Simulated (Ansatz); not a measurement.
ScSi (CsCl type, Pm-3m) under volume change, DFT-PBEsol in the program Ansatz with PAW potentials, scaled uniformly.

| V (Å³/atom) | E − E(relaxed) (meV/atom) | P (GPa) |
|---|---|---|
| 16.089 | 47.1 | 10.24 |
| 16.619 | 20.0 | 6.28 |
| 17.149 | 4.8 | 2.97 |
| 17.680 | 0.0 | 0.00 |
| 18.210 | 4.4 | -2.60 |
| 18.741 | 16.8 | -4.84 |
| 19.271 | 36.1 | -6.75 |

Q: What does a third-order Birch–Murnaghan fit give for V₀, B₀ and B′?

A: V₀ = 17.68 Å³/atom, B₀ = 91.7 GPa, B′ = 3.6.

The cell is a constructed one: a structure type filled with these elements; neither database checked (COD, Materials Project) lists it. Its standing as an ambient phase is unchecked. The cell was relaxed with PBEsol under the symmetry of its start. At this level the phase is mechanically unstable. No spin polarisation was allowed.

Potentials: the earlier of the program's two PAW sets.
